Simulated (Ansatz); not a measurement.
Data:

Starting cell, CdTe (zinc blende):

```
CELL_PARAMETERS angstrom
      0.00000     3.27881     3.27881
      3.27881     0.00000     3.27881
      3.27881     3.27881     0.00000
ATOMIC_POSITIONS crystal
  Te 0.75000 0.75000 0.75000
  Cd 0.00000 0.00000 0.00000
```

In each cell atom 1 (Te, nearest neighbour Cd at 2.840 Å; its periodic images, 4.6 Å or more away, move with it) moves by s·(0.000, 0.000, 1.000) (along Cartesian z), the rest being held.

Calculation: r2SCAN (plane waves to 500 eV, PAW, scalar-relativistic; Ansatz, an electronic-structure program). k mesh 7×7×7 (Γ-centred), Fermi-Dirac smearing 0.05 eV. Energies are smeared free energies. CdTe was relaxed with its symmetry unable to fall. Spin-orbit coupling is left out, though Te is heavy. ΔE is measured from the undisplaced structure.

The scan covers s from -0.280 to 0.280 Å in 11 points.

Task: Is the energy the same for equal positive and negative displacements?

Result: Even: the same for both signs. With its periodic images moving along, the atom's site symmetry in this cell is -43m.

Task: What is the force constant k = d²E/ds² of this move at s = 0?

Result: 4.07 eV/Å².

Task: With two atoms in the cell this is the zone-centre optical mode. What wavenumber follows (transverse: no LO-TO term)?

Result: 136 cm⁻¹.

(For displaced atoms, the force is minus the slope of the energy, and its curvature is a force constant, which sets phonon frequencies.)
